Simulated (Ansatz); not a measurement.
Y3Al3NiGe2 (space group P-62m)

```xyz
9
Lattice="6.9314 0.0000 0.0000 -3.4657 6.0028 0.0000 0.0000 0.0000 4.1661" Properties=species:S:1:pos:R:3 pbc="T T T"
Y     -2.0673     3.5806     0.0000
Y      4.1345     0.0000     0.0000
Y      1.3985     2.4222     0.0000
Al     1.5707     0.0000     2.0830
Al     2.6804     4.6425     2.0830
Al    -0.7853     1.3603     2.0830
Ni     0.0000     0.0000     0.0000
Ge     3.4657     2.0009     2.0830
Ge     0.0000     4.0019     2.0830
```

E(V) scan at fixed shape, V₀ the volume above. The atoms relax within the cell's symmetry.

Level of theory: r2SCAN (plane waves to 500 eV, PAW, scalar-relativistic; Ansatz, an electronic-structure program). k mesh 8×8×11 (Γ-centred), Fermi-Dirac smearing 0.05 eV. The energy includes the smearing's −TS. Stress and pressure are positive under compression. With the shape held, the modulus is that of even scaling; a crystal free to change shape is softer. Y3Al3NiGe2 is run without spin polarisation. Y3Al3NiGe2 was relaxed with its symmetry unable to fall. ΔE is measured from the relaxed starting cell. The last digit holds for this mesh only.

```csv
V (Å³/atom),ΔE (meV/atom)
18.105,22.5
18.297,15.3
18.490,withheld
18.682,5.3
18.875,2.3
19.068,0.6
19.260,0.0
19.453,0.5
19.645,2.2
19.838,4.8
20.031,8.3
20.223,12.8
20.416,18.1
```

Q: Fit a third-order Birch-Murnaghan form (E₀, V₀, B₀, B₀′ free) to the given rows and predict ΔE at V = 18.490.

A: Least squares on the 12 given rows: ΔE = E₀ + (9V₀B₀/16)·y²·[2 + (B₀′ − 4)y], y = (V₀/V)^(2/3) − 1, with V₀ = 19.259 Å³/atom, B₀ = 92.94 GPa (160.2 GPa = 1 eV/Å³; the term in eV is multiplied by 1000), B₀′ = 4.55, E₀ = 0.00 meV/atom; root-mean-square residual 0.03 meV/atom. At 18.490 the fit gives 9.6 meV/atom; the calculation gives 9.6 meV/atom, the same to the digits shown. For the pressure the fit gives 4.2 GPa against the computed 4.1 GPa.

(A scan under strain: stresses follow from slopes of the energy per volume, elastic moduli from its curvatures.)
